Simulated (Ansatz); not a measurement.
**Ti4CuAg (P4/mmm): electronic heat capacity and spin susceptibility from the density of states**

Level of theory: Ansatz 0.2.0, DFT r2SCAN, scalar-relativistic, plane waves, PAW.

Plane waves to 500 eV, a k mesh through Γ of 12×12×4 on the computed 6-atom cell and Gaussian smearing (0.10 eV); no spin polarisation.

Relaxed cell: P4/mmm, a = 2.937 Å, b = 2.937 Å, c = 11.227 Å, α = 90.00°, β = 90.00°, γ = 90.00°, 6 atoms in the primitive cell. Whether it is the stable form of this composition wasn't checked.

The density of states at the Fermi level is 3.648 states/eV in the cell of 6 atoms (1 formula unit; both spins, tetrahedra on a 18×18×6 mesh).

Problem. What Sommerfeld coefficient and Pauli susceptibility does this give?

Solution. Per formula unit N(E_F) = 3.648 states/eV. γ = (π²/3) k_B² N(E_F) N_A = 2.357 mJ/(mol K²) per state/eV, so γ = 8.6 mJ/(mol K²), a mole of formula units. χ_P = μ_B² N(E_F) N_A = 3.23×10⁻⁵ emu/mol per state/eV gives 11.8×10⁻⁵ emu/mol. This is the bare band result: a measured γ of the same phase is as a rule larger by a factor 1 + λ from phonons and spin fluctuations, the spin part of χ is larger by the Stoner factor, and a measured χ also holds orbital and core terms. N(E_F) at one energy is sensitive to the mesh where the density of states has sharp peaks.

Cost: 1 run of about 6.8 core-minutes, on Intel Xeon Processor @ 2.50GHz (Skylake/Cascade Lake) (shared hosts).